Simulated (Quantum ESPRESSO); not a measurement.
# Sc7Li: input and log of a self-consistent run

Simulated, not a measurement. The program is pw.x of Quantum ESPRESSO 7.5 (plane-wave density functional theory). The cell is made up: eight metal atoms on a hexagonal close-packed lattice, with elements, volume, strain and displacements drawn at random and not relaxed, so it may be unstable or far from any real phase. PseudoDojo standard norm-conserving files set the functional (PBE unless stated); there is no spin polarisation or spin-orbit coupling, the Fermi-Dirac width of 0.25 eV means electrons at about 2900 K, and the masses in the input are unused placeholders. A spin test at this wide smearing found no moment, but such smearing suppresses magnetism that the real alloy may have.

Input:

```
&control calculation='scf', pseudo_dir='./dojo.nc.sr.pbe.v0_5.standard.upf', outdir='./o', disk_io='minimal', tprnfor=.true., tstress=.true. /
&system ibrav=0, nat=8, ntyp=2, nbnd=57, ecutwfc=77.98206166, nosym=.true., tot_charge=0,
 occupations='smearing', smearing='fd', degauss=0.0183746611
/
&electrons conv_thr=1.470e-08, electron_maxstep=70, mixing_beta=0.5 /
ATOMIC_SPECIES
Li 1.0 Li.upf
Sc 1.0 Sc.upf
CELL_PARAMETERS angstrom
4.8737 -2.8138 0.0
-3.2492 0.0 -5.0979
3.2492 5.6278 0.0
ATOMIC_POSITIONS angstrom
Sc 0.091 -0.0634 -0.1262
Sc 1.5802 2.9183 0.0516
Sc 0.0341 1.7919 -2.5755
Li 1.7072 4.9485 -2.7155
Sc 3.2424 -0.1459 -0.0966
Sc 4.9061 2.9217 -0.0174
Sc 1.7757 -0.8507 -2.639
Sc 3.3139 1.7461 -2.3514
K_POINTS automatic
5 5 4 1 1 1
```

The log is shortened where brackets say so; the opening notice, blank lines, dates and the lines on written files are dropped, and the path of the files is cut. It prints rydbergs, bohrs and kilobars, and counts compression as positive stress. Its total energy is the free energy E - TS of the whole cell.

```
     Program PWSCF v.7.5
     Parallel version (MPI & OpenMP), running on       4 processor cores
     Number of MPI processes:                 4
     Threads/MPI process:                     1
     [start-up lines left out]
     bravais-lattice index     =            0
     lattice parameter (alat)  =      10.6347  a.u.
     unit-cell volume          =    1258.1212 (a.u.)^3
     number of atoms/cell      =            8
     number of atomic types    =            2
     number of electrons       =        80.00
     number of Kohn-Sham states=           57
     kinetic-energy cutoff     =      77.9821  Ry
     charge density cutoff     =     311.9282  Ry
     scf convergence threshold =      1.5E-08
     mixing beta               =       0.5000
     number of iterations used =            8  plain     mixing
     Exchange-correlation= PBE
                           (   1   4   3   4   0   0   0)
     [axes and pseudopotential details left out]
   Cartesian axes
     site n.     atom                  positions (alat units)
         1        Sc     tau(   1) = (   0.0161702  -0.0112658  -0.0224250  )
         2        Sc     tau(   2) = (   0.2807923   0.5185648   0.0091690  )
         3        Sc     tau(   3) = (   0.0060594   0.3184101  -0.4576512  )
         4        Li     tau(   4) = (   0.3033594   0.8793194  -0.4825284  )
         5        Sc     tau(   5) = (   0.5761554  -0.0259256  -0.0171653  )
         6        Sc     tau(   6) = (   0.8717852   0.5191689  -0.0030919  )
         7        Sc     tau(   7) = (   0.3155315  -0.1511644  -0.4689348  )
         8        Sc     tau(   8) = (   0.5888606   0.3102717  -0.4178300  )
     number of k points=    50  Fermi-Dirac smearing, width (Ry)=  0.0184
                       cart. coord. in units 2pi/alat
        k(    1) = (   0.1407273   0.0437480  -0.2000855), wk =   0.0400000
        k(    2) = (   0.2489768   0.2312436  -0.2690794), wk =   0.0400000
     [further k points left out]
     Dense  grid:   117019 G-vectors     FFT dimensions: (  60,  72,  72)
     Estimated max dynamical RAM per process >     336.10 MB
     Estimated total dynamical RAM >       1.23 GB
     Initial potential from superposition of free atoms
     starting charge      79.9770, renormalised to      80.0000
     Starting wfcs are   72 randomized atomic wfcs
     total cpu time spent up to now is        5.7 secs
     per-process dynamical memory:   261.9 Mb
     Self-consistent Calculation
     iteration #  1     ecut=    77.98 Ry     beta= 0.50
     Davidson diagonalization with overlap
     ethr =  1.00E-02,  avg # of iterations =  2.9
     Threshold (ethr) on eigenvalues was too large:
     Diagonalizing with lowered threshold
     Davidson diagonalization with overlap
     ethr =  3.67E-04,  avg # of iterations =  5.5
     total cpu time spent up to now is       29.8 secs
     total energy              =    -691.78356988 Ry
     estimated scf accuracy    <       0.34064990 Ry
     iteration #  2     ecut=    77.98 Ry     beta= 0.50
     Davidson diagonalization with overlap
     ethr =  4.26E-04,  avg # of iterations =  8.6
     total cpu time spent up to now is       45.9 secs
     total energy              =    -691.60734863 Ry
     estimated scf accuracy    <       3.44246296 Ry
     iteration #  3     ecut=    77.98 Ry     beta= 0.50
     Davidson diagonalization with overlap
     ethr =  4.26E-04,  avg # of iterations =  5.6
     total cpu time spent up to now is       59.1 secs
     total energy              =    -691.89879232 Ry
     estimated scf accuracy    <       0.28443929 Ry
     iteration #  4     ecut=    77.98 Ry     beta= 0.50
     Davidson diagonalization with overlap
     ethr =  3.56E-04,  avg # of iterations =  2.6
     total cpu time spent up to now is       68.8 secs
     total energy              =    -691.93023662 Ry
     estimated scf accuracy    <       0.03328729 Ry
     iteration #  5     ecut=    77.98 Ry     beta= 0.50
     Davidson diagonalization with overlap
     ethr =  4.16E-05,  avg # of iterations =  7.4
     total cpu time spent up to now is       84.2 secs
     total energy              =    -691.93664690 Ry
     estimated scf accuracy    <       0.01498722 Ry
     [iterations 6 to 12 left out]
     iteration # 13     ecut=    77.98 Ry     beta= 0.50
     Davidson diagonalization with overlap
     ethr =  7.78E-09,  avg # of iterations =  2.2
     total cpu time spent up to now is      177.1 secs
     total energy              =    -691.93932112 Ry
     estimated scf accuracy    <       0.00000157 Ry
     iteration # 14     ecut=    77.98 Ry     beta= 0.50
     Davidson diagonalization with overlap
     ethr =  1.97E-09,  avg # of iterations =  6.0
     total cpu time spent up to now is      188.9 secs
     total energy              =    -691.93932134 Ry
     estimated scf accuracy    <       0.00000026 Ry
     iteration # 15     ecut=    77.98 Ry     beta= 0.50
     Davidson diagonalization with overlap
     ethr =  3.22E-10,  avg # of iterations =  5.9
     total cpu time spent up to now is      201.8 secs
     total energy              =    -691.93932140 Ry
     estimated scf accuracy    <       0.00000028 Ry
     iteration # 16     ecut=    77.98 Ry     beta= 0.50
     Davidson diagonalization with overlap
     ethr =  3.22E-10,  avg # of iterations =  1.3
     total cpu time spent up to now is      210.7 secs
     total energy              =    -691.93932142 Ry
     estimated scf accuracy    <       0.00000002 Ry
     iteration # 17     ecut=    77.98 Ry     beta= 0.50
     Davidson diagonalization with overlap
     ethr =  2.57E-11,  avg # of iterations =  6.1
     total cpu time spent up to now is      224.5 secs
     End of self-consistent calculation
     [lines on levels left out]
!    total energy              =    -691.93932143 Ry
     estimated scf accuracy    <          6.5E-09 Ry
     smearing contrib. (-TS)   =      -0.17837132 Ry
     internal energy E=F+TS    =    -691.76095010 Ry
     The total energy is F=E-TS. E is the sum of the following terms:
     one-electron contribution =    -299.56633360 Ry
     hartree contribution      =     162.31054749 Ry
     xc contribution           =    -116.81203149 Ry
     ewald contribution        =    -437.69313251 Ry
     convergence has been achieved in  17 iterations
     Forces acting on atoms (cartesian axes, Ry/au):
     atom    1 type  2   force =    -0.00601443    0.00870433    0.00964213
     atom    2 type  2   force =     0.00298929   -0.00727524   -0.01815149
     atom    3 type  2   force =     0.00499219    0.02088298   -0.01235674
     atom    4 type  1   force =    -0.00560733   -0.02139467    0.01529947
     atom    5 type  2   force =     0.00821198    0.02288248    0.02153251
     atom    6 type  2   force =     0.00845657   -0.02585919    0.01426628
     atom    7 type  2   force =    -0.02334145   -0.03105680    0.00153076
     atom    8 type  2   force =     0.01031318    0.03311611   -0.03176291
     Total force =     0.087494     Total SCF correction =     0.000130
     Computing stress (Cartesian axis) and pressure
          total   stress  (Ry/bohr**3)                   (kbar)     P=       33.28
   0.00020970   0.00003994  -0.00000647           30.85        5.88       -0.95
   0.00003994   0.00021191  -0.00003064            5.88       31.17       -4.51
  -0.00000647  -0.00003064   0.00025719           -0.95       -4.51       37.83
     init_run     :      5.46s CPU      5.69s WALL (       1 calls)
     electrons    :    214.63s CPU    218.78s WALL (       1 calls)
     forces       :      1.47s CPU      1.47s WALL (       1 calls)
     stress       :      4.93s CPU      4.93s WALL (       1 calls)
     [timing details left out]
     PWSCF        :   3m46.52s CPU   3m50.92s WALL
     JOB DONE.
```

In other units: free energy -9414.314 eV for the cell, pressure 3.33 GPa, largest force component 0.851 eV/Å in size. The run took 233 s of wall time with four MPI processes on a shared machine (Intel Xeon, 2023 or later, virtual cores), so the time is rough. A rerun of this cell at a higher cutoff and on a denser mesh moved values by no more than 0.003 eV in energy, 0.04 GPa in stress and 0.003 eV/Å in force, and a second program with other atomic files agreed on that cell to 2 % rms in force and 0.5 GPa in pressure.